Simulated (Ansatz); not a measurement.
Cd:
```cif
data_Cd2
_chemical_formula_sum 'Cd2'
_space_group_name_H-M_alt 'P 1'
_space_group_IT_number 1
_cell_length_a 2.92096
_cell_length_b 2.92096
_cell_length_c 5.38916
_cell_angle_alpha 90.000
_cell_angle_beta 90.000
_cell_angle_gamma 120.000
loop_
_space_group_symop_operation_xyz
  'x, y, z'
loop_
_atom_site_label
_atom_site_type_symbol
_atom_site_fract_x
_atom_site_fract_y
_atom_site_fract_z
_atom_site_occupancy
Cd1 Cd 0.33333 0.66667 0.75000 1
Cd2 Cd 0.66667 0.33333 0.25000 1
```

Relaxed with the program Ansatz at the LDA level (PAW). Indices refer to the conventional cell of P6_3/mmc, a = b = 2.9210 Å, c = 5.3892 Å, α = β = 90.00°, γ = 120.00°.

### Question
Simulate the powder diffraction pattern (Fe Kα, λ = 1.93735 Å; lines above 1 %) up to 2θ = 90°.

### Answer
Simulated powder pattern, Fe Kα, λ = 1.93735 Å (kinematic, ideal powder, no thermal factors, no anomalous dispersion; the 30 strongest lines at most, above 1 %, up to 2θ = 90°):

| 2θ (°) | d (Å) | I/Imax (%) | hkl |
|---|---|---|---|
| 42.14 | 2.695 | 36 | (0002) |
| 45.03 | 2.530 | 23 | (1 0 -1 0) |
| 50.05 | 2.290 | 100 | (1 0 -1 1) |
| 63.37 | 1.844 | 17 | (1 0 -1 2) |
| 82.81 | 1.465 | 24 | (1 0 -1 3) |
| 83.10 | 1.460 | 16 | (1 1 -2 0) |

Symmetry was held in the LDA relaxation. Axis ratios of metals converge slowly with the k-mesh, so a and c are less sure than the volume.

Potentials: the later of the program's two PAW sets.
